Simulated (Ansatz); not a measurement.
An Ansatz (a first-principles code) run. Input:

Ansatz 0.2 input:
```yaml
crystal:
  lattice:
    - [-2.5606434263, 2.5606434263, 5.8100058212]
    - [2.5606434263, -2.5606434263, 5.8100058212]
    - [2.5606434263, 2.5606434263, -5.8100058212]
  atoms:
    - { symbol: V, position: [0.75, 0.25, 0.5] }
    - { symbol: V, position: [0.0, 0.0, 0.0] }
    - { symbol: Bi, position: [0.25, 0.75, 0.5] }
    - { symbol: Bi, position: [0.5, 0.5, 0.0] }
    - { symbol: O, position: [0.6722642376, 0.0603534989, 0.8901277896] }
    - { symbol: O, position: [0.0777357624, 0.1896465011, 0.6098722105] }
    - { symbol: O, position: [0.1702257093, 0.7821364481, 0.1098722105] }
    - { symbol: O, position: [0.5797742907, 0.467863552, 0.3901277895] }
    - { symbol: O, position: [0.217863552, 0.3277357624, 0.3880892613] }
    - { symbol: O, position: [0.5321364481, 0.9222642376, 0.1119107387] }
    - { symbol: O, position: [0.9396465011, 0.8297742907, 0.6119107387] }
    - { symbol: O, position: [0.8103534989, 0.4202257093, 0.8880892613] }
kpoints:
  mp_grid: { grid: [8, 8, 8] }
hamiltonian:
  xc: r2scan
  pseudopotentials: { kind: paw }
scf:
  occupations: { method: fixed }
checkpoint: { read: static.run }
output: { bader: true, populations: true }
```

Output (shortened):

```
Pseudopotential: V, paw, valence charge 13
Pseudopotential: Bi, paw, valence charge 15
Pseudopotential: O, paw, valence charge 6
Functional definition: r2SCAN
Crystal: 12 atoms, lattice volume = 152.382 Å³
Basis set: ecut = 500 eV, 3893 PW (Γ), exchange–correlation on 200×200×200 points (64 copies of the dense FFT grid, shifted against one another)
Bands: 64, of which v1, the nominal top of the filled ones, is band 52 counted from 1 (51 counted from 0)
Symmetry: 8 space group operations
Space group: I41/a (ITA 88), of the structure as read, at distance tolerance 5.3e-5 Å
k-points: 78 of 512
Stability of the state it starts from, as read at its close in the unpolarized treatment …
iter 1 solved again at ethr=4.95e-8 eV; its pass at ethr=3.10e-3 eV (dr2=5.15e-5 eV) is discarded
SCF iter   1: F=—  HF=-35209.501370 eV  |F-HF|=—  |Δ(HF+E_count)|=         —  Δρ=7.01e-7  dr2=8.45e-10  dr2_τ=3.74e-11  ethr=4.95e-8  ⟨swp⟩=4.4  Hψ=30862  notcnv=0  defer=780
preconditioner: auto → Resta (q_TF=auto, 2.560 Å⁻¹)
SCF iter   2: F=-35209.501370 eV  HF=-35209.501370 eV  |F-HF|=4.07e-10  |Δ(HF+E_count)|=   4.55e-8  Δρ=5.13e-7  dr2=4.97e-10  dr2_τ=5.79e-11  ethr=1.00e-12  ⟨swp⟩=11.7  Hψ=26553  notcnv=0
SCF 1 converged in 2 iterations: F = -35209.501370 eV  dr2 = 4.97e-10
SCF converged after 2 iterations
Free energy (F): -35209.501370 eV
Harris-Foulkes:  -35209.501370 eV  (|F-HF|=4.07e-10)
Internal energy: -35209.501370 eV  (E = F + TS)
E sigma→0 (E₀):  -35209.501370 eV
Fermi energy:    8.521996 eV
--- Per-component energies (eV) ---
  E_band       = -769.785653
  E_kinetic    = 2679.077015
  E_local      = -7959.983885  (includes V_loc(G=0)·N_el)
  E_nonlocal   = 1408.864229
  E_hartree    = 2907.313636
  E_xc         = -1125.637990
  E_vxc        = -1531.427447  (∫ρ·V_xc dr)
  E_paw        = -24889.702906  (= ΣΔE_a)
  E_vpaw       = -1281.789212  (= ΣTr[D̂ρ^β])
  E_aug_tail   = 0.008466  (compensation charges beyond the density's cutoff)
  E_vtau       = 100.836544  (kinetic-family band-sum trace: ∫τ·v_τ [+ j·A + Jᵃ·Aᵃ] dr)
  E_ewald      = -8230.403940
  E_core_change = 0.964005  (= ΣΔE_core)
  E_smearing   =  0.000000  (= −TS)
  E_closure    =  0.000000  (closes the sum)
  Σ components = -35209.501370   (vs F -35209.501370, Δ=0.00e0)
  [band-id]    e_kinetic+e_local+e_nonlocal+2·e_hartree+e_vxc+e_vpaw+e_augmentation_tail+e_vtau = -769.787018   (vs E_band -769.785653, Δ=-1.36e-3)
--- Band table (eV; the first three rows and the last of 78) ---
  k-point 0: bands = ["-58.3338", "-58.3330", "-31.1328", "-31.1328", "-31.1307", "-31.1307", "-31.1085", "-31.0972", "-14.2612", "-14.2081", "-14.2081", "-14.2008", "-14.1934", "-14.1830", "-14.1825", "-14.1825", "-14.1779", "-14.1499", "-10.6648", …
  k-point 1: bands = ["-58.3337", "-58.3331", "-31.1328", "-31.1328", "-31.1309", "-31.1309", "-31.1079", "-31.0976", "-14.2622", "-14.2128", "-14.2067", "-14.2067", "-14.1901", "-14.1875", "-14.1797", "-14.1774", "-14.1754", "-14.1484", "-10.5815", …
  k-point 2: bands = ["-58.3336", "-58.3331", "-31.1329", "-31.1326", "-31.1314", "-31.1312", "-31.1065", "-31.0986", "-14.2660", "-14.2270", "-14.2123", "-14.2022", "-14.1936", "-14.1780", "-14.1775", "-14.1737", "-14.1733", "-14.1450", "-10.3457", …
  k-point 77: bands = ["-58.3334", "-58.3334", "-31.1348", "-31.1348", "-31.1287", "-31.1287", "-31.1029", "-31.1029", "-14.2520", "-14.2520", "-14.2458", "-14.2458", "-14.1858", "-14.1858", "-14.1502", "-14.1502", "-14.1359", "-14.1359", "-10.2234", …
--- Löwdin populations: 12 sites ---
  site symbol       q [e]
     0      V     11.5719
     1      V     11.5719
     2     Bi     13.3577
     3     Bi     13.3577
     4      O      6.7157
     5      O      6.7157
     6      O      6.7157
     7      O      6.7157
     8      O      6.7157
     9      O      6.7157
    10      O      6.7157
    11      O      6.7157
  spilling = 0.003990 (of n_electrons = 104.000000)
--- Bader charges: 12 sites ---
  site symbol  charge [e]  shift [e]
     0      V      2.2817     0.0121
     1      V      2.2817     0.0121
     2     Bi      2.1328     0.0012
     3     Bi      2.1329     0.0012
     4      O     -1.1037     0.0027
     5      O     -1.1036     0.0027
     6      O     -1.1036     0.0027
     7      O     -1.1036     0.0027
     8      O     -1.1036     0.0027
     9      O     -1.1036     0.0027
    10      O     -1.1036     0.0027
    11      O     -1.1036     0.0027
  shift: an alarm, by how much a part of what the PAW files miss would move the charge. Where it is large, compare
  with a run on PAW files of another source; a small one proves nothing
  estimated error of the sums over rays = 6.0e-4 e
```

Cost: roughly 4 core-minutes on shared cores.

Space group I4_1/a. The cell was relaxed with r²SCAN under the symmetry of its start. No spin polarisation was allowed. No Hubbard U is applied. Spin–orbit coupling is left out wherever it is not named.

Potentials: the later of the program's two PAW sets.

Ansatz is a plane-wave DFT program.
